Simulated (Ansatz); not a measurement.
Given:

MgNiGe:
Space group Pnma (No. 62); a = 6.4442 Å, b = 4.0460 Å, c = 6.8794 Å, α = 90.00°, β = 90.00°, γ = 90.00°

```tsv
atom	site	symmetry	x	y	z
Mg	4c	.m.	0.0034	0.2500	0.3112
Ni	4c	.m.	0.1545	0.7500	0.0558
Ge	4c	.m.	0.2093	0.2500	0.8830
```

This is the r²SCAN-relaxed structure.

**Question.** All from r²SCAN (plane waves, PAW; program Ansatz), unless another level is named. Estimate the electronic character.

**Answer.** metallic (no gap).

**Question.** Predict the formation energy from the elements (no fitted shifts).

**Answer.** -0.36 eV/atom.

**Question.** Give the density of states at the Fermi level.

**Answer.** 0.38 states/eV per atom (mean over ±0.08 eV).

The first step of the workflow began from a Materials Project structure, measured or hypothetical; the Crystallography Open Database files this formula in space group No. 62, but the cells were not matched. Whether it is the stable phase at ambient conditions was not checked. The cell was relaxed with r²SCAN under the symmetry of its start; whether a distortion lowers the energy is not shown. The run is not spin-polarised. The references are the lowest solids computed at this level, not always the standard phases. Spin–orbit coupling is left out wherever it is not named.

Potentials: the later of the program's two PAW sets.
